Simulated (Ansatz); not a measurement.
Si4P4Os:
```yaml
crystal:
  lattice:
    - [2.26128, -0.29065, 5.70070]
    - [1.81880, 5.27051, 0.00000]
    - [-4.91597, 0.00000, 0.00000]
  atoms:
    - { symbol: Si, position: [0.99203, 0.00058, 0.00434] }
    - { symbol: Si, position: [0.73516, 0.37141, 0.60953] }
    - { symbol: Si, position: [0.18477, 0.62000, 0.48755] }
    - { symbol: Si, position: [0.53125, 0.80278, 0.17798] }
    - { symbol: P, position: [0.62122, 0.04052, 0.68836] }
    - { symbol: P, position: [0.06287, 0.25162, 0.50801] }
    - { symbol: P, position: [0.42448, 0.43585, 0.22264] }
    - { symbol: P, position: [0.86743, 0.66640, 0.08160] }
    - { symbol: Os, position: [0.30308, 0.02743, 0.84710] }
```

Relaxed with LDA. Special points in fractions of this cell's reciprocal vectors: Γ (0.000, 0.000, 0.000); X (0.500, 0.000, 0.000); Y (0.000, 0.500, 0.000); Z (0.000, 0.000, 0.500); R2 (-0.500, -0.500, 0.500); T2 (0.000, -0.500, 0.500); U2 (-0.500, 0.000, 0.500); V2 (0.500, -0.500, 0.000).

Question: List the band energies nearest the valence-band maximum at these points for plane-wave PAW LDA (Ansatz code).

Answer: In eV from the valence-band maximum; about four levels below and three above (degenerate sets whole), none deeper than 8.9 eV; points with the same levels are listed once.

```json
[
 {"k": "Γ", "below": "-2.09 -1.03 -0.36 0.00", "above": "2.16 2.53 2.88"},
 {"k": "X", "below": "-1.59 -1.41 -0.90 -0.43", "above": "1.49 1.78 2.09"},
 {"k": "Y", "below": "-1.58 -1.04 -0.80 -0.65", "above": "1.46 1.71 2.26"},
 {"k": "Z", "below": "-1.52 -1.12 -0.66 -0.58", "above": "2.10 2.64 2.84"},
 {"k": "R2", "below": "-1.38 -1.20 -0.54 -0.22", "above": "2.31 2.34 2.95"},
 {"k": "T2", "below": "-1.66 -1.15 -1.07 -0.33", "above": "2.41 2.59 3.03"},
 {"k": "U2", "below": "-1.29 -1.04 -0.59 -0.41", "above": "1.50 2.22 2.71"},
 {"k": "V2", "below": "-1.93 -1.41 -1.20 -1.02", "above": "1.35 1.63 1.76"}
]
```

Space group P1. The first step of the workflow began from a Materials Project structure, measured or hypothetical; the Crystallography Open Database copy checked does not list it. With Si and P taken as one species the cell has the higher symmetry P-1, so it may be an ordered model of a mixed-site phase. Its standing as an ambient phase is unchecked. Symmetry was held in the LDA relaxation; phonons on a q-mesh show no instability. The run is not spin-polarised. Scalar-relativistic: spin–orbit coupling is off unless named, which matters more the heavier the elements.

Potentials: the later of the program's two PAW sets.
